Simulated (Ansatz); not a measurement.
# NaZnInS3O12 — 115In NMR of the central transition

Cell: a computed structure from the Materials Project (it need not be an observed phase), taken as it stands.

Space group R3c:H (No. 161); a = 8.7616, c = 23.0809 Å, γ = 120.00°.

| site | Wyckoff | site symmetry | x | y | z |
| --- | --- | --- | --- | --- | --- |
| Na | 6a | 3. | 0.0000 | 0.0000 | 0.4971 |
| Zn | 6a | 3. | 0.0000 | 0.0000 | 0.3500 |
| In | 6a | 3. | 0.0000 | 0.0000 | 0.6503 |
| S | 18b | 1 | 0.9638 | 0.3366 | 0.5843 |
| O13 | 18b | 1 | 0.2125 | 0.0252 | 0.3026 |
| O19 | 18b | 1 | 0.7803 | 0.9711 | 0.6974 |
| O25 | 18b | 1 | 0.0215 | 0.8278 | 0.4113 |
| O31 | 18b | 1 | 0.9814 | 0.1751 | 0.5886 |

One atom of each set is listed; the run and its k-mesh use a cell of 36 atoms with edges of 9.21, 9.21, 9.21 Å.

All values are calculated (Ansatz; DFT, PBE, plane waves and PAW, scalar-relativistic, 420 eV cutoff, Γ-centred 3×3×3 k-points, Fermi–Dirac smearing 0.02 eV), not measured.

115In has I = 9/2 and Q = 772.0 mb (Pyykkö 2018); at 7.05 T its Larmor frequency is ν₀ = 66.2 MHz (from the bare nuclear moment; shielding lowers the observed one by a per cent or two). Only the quadrupole interaction is simulated: positions count from each site's isotropic chemical shift, and J coupling is left out, as are shift anisotropy and dipolar coupling, which fast spinning averages.

Task: Simulate the second-order pattern (fast magic-angle spinning, Gaussian broadening 0.03 kHz) of site In (6 O at 2.11–2.16 Å).

Result: The calculation gives C_Q = 4.32 MHz and η = 0.00, so ν_Q = 0.180 MHz and the centre of gravity lies at -5.92 ppm (-0.392 kHz).

offset (kHz), height and a bar:
```
  -1.0138          0 
  -0.9738          4 #
  -0.9338          6 ##
  -0.8938          6 ##
  -0.8538          6 ##
  -0.8138          6 ##
  -0.7738          7 ##
  -0.7338          7 ##
  -0.6938          7 ##
  -0.6538          9 ###
  -0.6138         78 #######################
  -0.5738         74 ######################
  -0.5338         53 ################
  -0.4938         47 ##############
  -0.4538         44 #############
  -0.4138         43 #############
  -0.3738         43 #############
  -0.3338         44 #############
  -0.2938         47 ##############
  -0.2538         53 ################
  -0.2138         64 ###################
  -0.1738        100 ##############################
  -0.1338         84 #########################
  -0.0938          1
```

An axis of threefold or higher order runs through In, so V_zz lies along it and η is zero.

The largest force is 0.4 eV/Å, so the atoms aren't at the calculated equilibrium and relaxing them would move these values. Without spin–orbit coupling (the program notes it for In) the gradients are little affected as a rule: paired runs on crystals with a gap mostly move them by under 2 % at such atoms.
